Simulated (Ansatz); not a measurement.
GaN:
Space group Fm-3m (No. 225); a = b = c = 4.217 Å, α = β = γ = 90.00°

```tsv
atom	site	symmetry	x	y	z
Ga	4a	m-3m	0.0000	0.0000	0.0000
N	4b	m-3m	0.5000	0.5000	0.5000
```
(The calculation used a cell of 2 atoms; values per cell refer to that cell.)

Relaxed with r²SCAN.

Problem. Which orbitals make up the states near the band edges in r²SCAN (plane waves, PAW; program Ansatz)?

Solution. Top 1 eV of the valence band: N 2p 92 %. Bottom 1 eV of the conduction band: Ga 4s 80 %, N 2s 9 %, N 2p 6 %. Projections are on Löwdin-orthogonalised atomic valence shells; empty p or d shells of many metals are not among them.

Problem. Tabulate the density of states.

Solution. States/eV per cell of 2 atoms, in 0.25 eV bins, energy from the valence-band maximum.

```
E (eV)  total  N 2p  Ga 4s  Ga 4p
------  -----  ----  -----  -----
-7.85    0.29  0.16   0.10   0.01
-7.60    0.36  0.20   0.12   0.02
-7.35    0.44  0.24   0.13   0.04
-7.10    0.61  0.34   0.15   0.08
-6.85    0.85  0.47   0.17   0.14
-6.60    1.33  0.74   0.24   0.24
-6.35    1.02  0.56   0.18   0.17
-6.10    0.57  0.31   0.10   0.08
-5.85    0.37  0.20   0.06   0.04
-5.60    0.37  0.21   0.06   0.04
-5.35    0.46  0.27   0.06   0.07
-5.10    0.52  0.31   0.06   0.09
-4.85    0.52  0.32   0.06   0.09
-4.60    0.54  0.34   0.05   0.10
-4.35    0.57  0.37   0.06   0.10
-4.10    0.60  0.39   0.06   0.11
-3.85    0.66  0.44   0.06   0.12
-3.60    0.69  0.47   0.06   0.12
-3.35    0.79  0.56   0.05   0.14
-3.10    0.94  0.69   0.05   0.17
-2.85    0.92  0.68   0.04   0.16
-2.60    0.95  0.71   0.04   0.16
-2.35    0.92  0.71   0.03   0.14
-2.10    0.95  0.74   0.03   0.14
-1.85    0.94  0.75   0.02   0.12
-1.60    0.96  0.79   0.02   0.12
-1.35    0.96  0.81   0.01   0.10
-1.10    1.00  0.86   0.01   0.09
-0.85    1.02  0.90   0.01   0.07
-0.60    1.06  0.96   0.00   0.05
-0.35    1.16  1.09   0.00   0.03
-0.10    0.40  0.38   0.00   0.00
0.15     0.00  0.00   0.00   0.00
0.40     0.00  0.00   0.00   0.00
0.65     0.00  0.00   0.00   0.00
0.90     0.00  0.00   0.00   0.00
1.15     0.00  0.00   0.00   0.00
1.40     0.02  0.00   0.01   0.00
1.65     0.04  0.00   0.03   0.00
1.90     0.05  0.00   0.04   0.00
2.15     0.07  0.01   0.05   0.00
2.40     0.08  0.01   0.06   0.01
2.65     0.10  0.01   0.07   0.01
2.90     0.11  0.01   0.08   0.01
3.15     0.14  0.02   0.09   0.01
3.40     0.16  0.02   0.10   0.02
3.65     0.19  0.03   0.11   0.02
3.90     0.22  0.03   0.13   0.03
4.15     0.25  0.04   0.14   0.03
4.40     0.28  0.05   0.15   0.04
4.65     0.32  0.06   0.17   0.05
4.90     0.37  0.08   0.19   0.06
5.15     0.43  0.09   0.21   0.07
5.40     0.53  0.12   0.24   0.09
5.65     0.80  0.19   0.32   0.16
5.90     0.95  0.21   0.33   0.23
```

This is a known high-pressure phase of the composition, computed here at zero pressure and temperature. The cell was relaxed with r²SCAN under the symmetry of its start; phonons on a q-mesh show no instability. Spin–orbit coupling is left out wherever it is not named.

Potentials: the earlier of the program's two PAW sets.
